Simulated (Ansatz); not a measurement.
PbTe (rock salt)

```
CELL_PARAMETERS angstrom
      0.00000     3.28451     3.28451
      3.28451     0.00000     3.28451
      3.28451     3.28451     0.00000
ATOMIC_POSITIONS crystal
  Te 0.00000 0.00000 0.00000
  Pb 0.50000 0.50000 0.50000
```

The slice is a {111} plane (indices of the conventional cell) through the point (0.000, 0.000, 0.000) (fractional), spanned by u = [100] and v = [-1 2 0] in vectors of this cell: u (4.64 Å) and v (8.05 Å, at 90° to u). It covers one period; positions are fractions (u, v).

Calculation: PBE (plane waves to 420 eV, PAW, scalar-relativistic; Ansatz, a first-principles code). k mesh 9×9×9. Inside the PAW spheres the values are not all-electron values, and peaks at nuclei hang on which shells count as valence. PbTe was relaxed with its symmetry unable to fall. Spin-orbit coupling is left out, though Pb and Te are heavy.

Question: Sketch the electron localisation function (ELF) on this plane as a map.

Answer: 
```
|x17971017971|
|678950005987|
|999610001699|
|764100000146|
|110001110001|
|000146764100|
|001699999610|
|005987678950|
|017971x17971|
|01896xxx6981|
|017971x17971|
|005987678950|
|001699999610|
|000146764100|
|110001110001|
|764100000146|
|999610001699|
|678950005987|
|x17971017971|
|xx698101896x|
```
Scale: ten equal steps from 0.06 (start of '0') to 0.67 (end of '9'), in the order '0123456789'. Values: electron localisation function (ELF). The map has 12 points along u (one character each, u = 0 at the left) and 20 along v (v = 0 in the bottom row). Points within 0.5 Å of a nucleus are blanked (x), as the pseudised field means little there.
